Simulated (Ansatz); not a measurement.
Pd:
```cif
data_Pd
_chemical_formula_sum 'Pd1'
_space_group_name_H-M_alt 'P 1'
_space_group_IT_number 1
_cell_length_a 2.75026
_cell_length_b 2.75026
_cell_length_c 2.75026
_cell_angle_alpha 60.000
_cell_angle_beta 60.000
_cell_angle_gamma 60.000
loop_
_space_group_symop_operation_xyz
  'x, y, z'
loop_
_atom_site_label
_atom_site_type_symbol
_atom_site_fract_x
_atom_site_fract_y
_atom_site_fract_z
_atom_site_occupancy
Pd1 Pd 0.00000 0.00000 0.00000 1
```

This is the PBE+D3(BJ)-relaxed structure.

**Question.** All from plane-wave PAW PBE+D3(BJ) (Ansatz code), unless another level is named. Predict the bulk modulus (Birch–Murnaghan fit).

**Answer.** 193 GPa.

**Question.** Next, the elastic constants (relaxed ions, GPa)?

**Answer.** C11 = 236, C12 = 173, C44 = 87.4.

Space group Fm-3m (fcc (Cu type)). Symmetry was held in the PBE+D3(BJ) relaxation. No spin polarisation was allowed. The pairwise dispersion correction was not fitted to metals. As this level gives no gap, shear constants depend on the k-mesh and smearing (Fermi–Dirac, 0.1 eV here). On the denser mesh and wider smearing of the elastic run this cell carries a stress of 0.4 GPa.

Potentials: the later of the program's two PAW sets.
